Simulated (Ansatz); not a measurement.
La₂Pt₂O₇ in space group Fd-3m (No. 227; La on 16d, Pt on 16c, O on 48f, O on 8b), plane-wave PAW PBE (Ansatz code), all energies at zero smearing, with the estimated change up to a 700 eV cutoff added, with one set of potentials and settings (totals compare only within such a set). Cell of 22 atoms (4 La, 4 Pt, 14 O): -83044.247 eV.

```tsv
element	reference phase	E (eV/atom)
La	P6_3/mmc, 4 atoms in the cell	-6250.0953
Pt	Fm-3m, 1 atoms in the cell	-12523.0127
O	C2/m, 4 atoms in the cell, spin-polarised	-565.0000
```

Formation energy per atom, worked out: (-83044.247 − 4×(-6250.0953) − 4×(-12523.0127) − 14×(-565.0000))/22 = -1.901 eV/atom (-183 kJ per mol of atoms), at 0 K, without zero-point energy or fitted corrections.

The first step of the workflow began from a Materials Project structure, measured or hypothetical; the Crystallography Open Database copy checked does not list it. Whether it is the stable phase at ambient conditions was not checked. The cell was relaxed with PBE under the symmetry of its start; its stability against distortions is not shown here. No spin polarisation was allowed. The references are the lowest solids computed at this level, not always the standard phases (solids in place of the gases). Spin–orbit coupling is left out wherever it is not named.

Potentials: the later of the program's two PAW sets.
